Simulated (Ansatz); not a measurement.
Migration of Ag in Si

The calculation used DFT LDA, scalar-relativistic, plane waves, PAW in Ansatz. Settings: 420 eV cutoff, 3×3×3 k-mesh, Gaussian smearing of 0.02 eV, no spin polarisation.

In a supercell of 16 host sites with charge +1, interstitial Ag hops to an equivalent place, moving 2.13 Å between the relaxed ends. Climbing-image nudged elastic band at fixed cell with images 0 (start) to 4 (end), the path measured over all atoms, converged to 0.05 eV/Å; the order of the saddle wasn't checked, and the small cell leaves errors of about a tenth of an eV.

Start:

```
CELL_PARAMETERS angstrom
0.00000 5.40194 -5.40194
5.40194 5.40194 0.00000
5.40194 0.00000 -5.40194
ATOMIC_POSITIONS crystal
Si 0.12511 0.12776 0.12658
Si 0.12489 0.61785 0.12498
Si 0.58307 0.13717 0.13768
Si 0.62580 0.62617 0.11648
Si 0.12320 0.12249 0.62568
Si 0.12362 0.62383 0.62200
Si 0.62606 0.11946 0.62455
Si 0.62612 0.62364 0.62363
Si 0.25399 0.74581 0.25002
Si 0.22006 0.25659 0.26404
Si 0.73427 0.75175 0.25285
Si 0.73402 0.25583 0.25398
Si 0.25396 0.74231 0.74515
Si 0.25401 0.25183 0.74630
Si 0.75147 0.74808 0.74528
Si 0.73420 0.25263 0.75412
Ag 0.96812 0.00637 0.01704
```

Atom 17 jumps to (1.431, -1.224, -1.213) Å.

(1) Give the energy along the band and the structure at its top.

## Answers

(1)
```tsv
image	path (Å)	E − E(0) (eV)	Ag x (Å)	Ag y (Å)	Ag z (Å)	force on Ag (eV/Å)
0	0.00	0.000	0.126	-0.138	0.080	0.00
1	0.68	0.008	0.336	-0.346	-0.261	0.08
2	1.35	0.104	0.701	-0.689	-0.636	0.02
3	2.03	0.008	1.083	-1.032	-0.994	0.08
4	2.70	0.000	1.431	-1.224	-1.213	0.00
```

Barrier 0.10 eV. Image 2:
```
CELL_PARAMETERS angstrom
0.00000 5.40194 -5.40194
5.40194 5.40194 0.00000
5.40194 0.00000 -5.40194
ATOMIC_POSITIONS crystal
Si 0.12977 0.14002 0.13315
Si 0.13129 0.59695 0.13392
Si 0.58529 0.14227 0.13422
Si 0.63843 0.64973 0.06677
Si 0.10073 0.11228 0.67860
Si 0.13267 0.62873 0.61282
Si 0.61751 0.14436 0.61239
Si 0.61549 0.62664 0.61366
Si 0.27552 0.74107 0.24103
Si 0.22260 0.23404 0.30822
Si 0.73233 0.74266 0.24188
Si 0.73001 0.28708 0.24080
Si 0.24367 0.73977 0.76213
Si 0.24574 0.25691 0.76139
Si 0.76015 0.77168 0.69639
Si 0.72806 0.25486 0.76261
Ag 0.93016 0.94224 0.18754
```

Cost: 1 run of about 8.2 core-minutes, on Arm Neoverse V1 (shared hosts).